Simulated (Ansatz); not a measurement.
Here is the system:

Al$_{3}$Pt$_{2}$:
```xyz
5
Lattice="4.1759 0.0000 0.0000 -2.0879 3.6164 0.0000 0.0000 0.0000 5.1437" Properties=species:S:1:pos:R:3 pbc="T T T"
Al     0.0000     0.0000     0.0000
Al     0.0000     2.4109     3.3259
Al     2.0879     1.2055     1.8179
Pt     0.0000     2.4109     0.8471
Pt     2.0879     1.2055     4.2967
```

This is the LDA-relaxed structure. Tensor components refer to the Cartesian frame of this cell.

### Question
All from DFT-LDA in the program Ansatz with PAW potentials, unless another level is named. Predict the Debye temperature from the elastic constants.

### Answer
383 K.

### Question
Predict the elastic constants (relaxed ions, GPa).

### Answer
C11 = 273, C12 = 121, C13 = 114, C14 = -8.8, C33 = 322, C44 = 86.1.

### Question
Next, the highest zone-centre frequency?

### Answer
362 cm^-1.

Space group P-3m1 (La2O3 or Ni2Al3 type). The first step of the workflow began from a Materials Project structure, measured or hypothetical; the Crystallography Open Database copy checked does not list it. Whether it is the stable phase at ambient conditions was not checked. The LDA relaxation kept the symmetry of its start; whether a distortion lowers the energy is not shown. The run is not spin-polarised. As this level gives no gap, shear constants depend on the k-mesh and smearing (Fermi–Dirac, 0.1 eV here). As this level gives no gap, phonon frequencies hold no LO–TO term and depend on the k-mesh and smearing (Fermi–Dirac, 0.1 eV here). Spin–orbit coupling is left out wherever it is not named.

Potentials: the later of the program's two PAW sets.
